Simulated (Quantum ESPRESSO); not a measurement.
W3In2PdZrTa, different elements on one site, starting from this cell

A calculation, not a measurement. The program is pw.x of Quantum ESPRESSO 7.5 (plane-wave density functional theory). The cell is made up: eight metal atoms on a face-centred cubic lattice, with elements, volume, strain and displacements drawn at random and not relaxed, so it may be unstable or far from any real phase. PseudoDojo standard norm-conserving files set the functional (PBE unless stated); there is no spin polarisation or spin-orbit coupling, the Fermi-Dirac width of 0.25 eV means electrons at about 2900 K, and the masses in the input are unused placeholders. Heavy elements are run without spin-orbit coupling, which real alloys of them have. A spin test at this wide smearing found no moment, but such smearing suppresses magnetism that the real alloy may have.

The runs put different elements on site 5. Cell, positions, cutoff, mesh and smearing stay as in the input of run 1; sites are counted in its order. Stress in the tables is positive in tension.

Input of run 1:

```
&control calculation='scf', pseudo_dir='./dojo.nc.sr.pbe.v0_5.standard.upf', outdir='./o', disk_io='minimal', tprnfor=.true., tstress=.true. /
&system ibrav=0, nat=8, ntyp=5, nbnd=72, ecutwfc=82.02448710, nosym=.true., tot_charge=0,
 occupations='smearing', smearing='fd', degauss=0.0183746611
/
&electrons conv_thr=1.470e-08, electron_maxstep=70, mixing_beta=0.5 /
ATOMIC_SPECIES
In 1.0 In.upf
Pd 1.0 Pd.upf
Ta 1.0 Ta.upf
W 1.0 W.upf
Zr 1.0 Zr.upf
CELL_PARAMETERS angstrom
-0.047 -2.0486 -2.0551
-6.2543 -2.1258 -0.0638
-2.0765 4.0355 -6.1507
ATOMIC_POSITIONS angstrom
W 0.0599 -0.0088 0.0156
W -2.1388 2.0452 -4.019
In -2.1796 0.015 -2.077
Pd -4.2225 2.0157 -6.2006
Zr -4.1326 -0.0338 -4.1544
Ta -4.2963 -2.1041 -2.1581
In -6.3677 -0.0277 -6.1599
W -6.3283 -2.0304 -4.1701
K_POINTS automatic
8 4 3 1 1 1
```

| run | elements on sites 1 to 8 | -TS (eV) | pressure (GPa) | stress xx (GPa) | stress yy (GPa) | stress zz (GPa) | stress yz (GPa) | stress xz (GPa) | stress xy (GPa) | iterations |
| --- | --- | --- | --- | --- | --- | --- | --- | --- | --- | --- |
| 1 | W W In Pd Zr Ta In W | -1.416 | 11.36 | -12.59 | -11.44 | -10.03 | 2.04 | 1.37 | 3.47 | 19 |
| 2 | W W In Pd Hf Ta In W | -1.383 | 10.67 | -11.77 | -10.59 | -9.65 | 1.86 | 1.41 | 3.83 | 19 |
| 3 | W W In Pd Ga Ta In W | -1.330 | 3.05 | -4.27 | -2.84 | -2.04 | 2.12 | -0.80 | 4.23 | 20 |
| 4 | W W In Pd Ag Ta In W | -1.296 | 4.29 | -5.89 | -3.39 | -3.60 | 2.98 | 2.50 | 1.99 | 20 |
| 5 | W W In Pd Ir Ta In W | -1.382 | -0.86 | 0.33 | 1.29 | 0.97 | 2.00 | 1.97 | 2.50 | 20 |

Forces Fx Fy Fz (eV/Å):

```
site             run 1             run 2             run 3             run 4             run 5
   1  -1.97 0.65 -0.29  -1.96 0.64 -0.29  -1.76 0.43 -0.14  -1.76 0.36 -0.04  -1.81 0.45 -0.14
   2   0.79 0.86 -1.29   0.67 0.74 -1.30  -0.26 0.54 -0.78   0.56 0.94 -1.49  -0.94 0.20 -0.63
   3   2.32 -1.34 0.92   2.25 -1.31 0.90   1.40 -0.85 0.59   1.26 -0.75 0.44   0.89 -0.50 0.18
   4    0.50 0.12 0.03    0.47 0.09 0.07    0.32 0.08 0.10    0.51 0.12 0.02   0.42 0.26 -0.11
   5  -1.51 1.28 -0.49  -1.52 1.31 -0.44  -0.73 0.46 -0.19  -1.05 0.53 -0.07   -0.45 0.09 0.29
   6  -0.42 -0.50 0.76  -0.41 -0.47 0.73   -0.60 0.08 0.33   -0.86 0.00 0.44  -0.62 0.50 -0.03
   7  0.91 -0.22 -0.26  0.97 -0.24 -0.25  1.19 -0.44 -0.08   1.39 -0.54 0.02   1.90 -0.75 0.20
   8  -0.62 -0.85 0.62  -0.46 -0.76 0.57   0.43 -0.31 0.16  -0.06 -0.66 0.67   0.60 -0.24 0.23
```

Energies are left out, as each element's file has its own zero. A rerun of one cell of this series at a higher cutoff and on a denser mesh moved values by no more than 0.004 eV in energy, 0.02 GPa in stress and 0.004 eV/Å in force, and a second program with other atomic files agreed on that cell to 2 % rms in force and 0.5 GPa in pressure.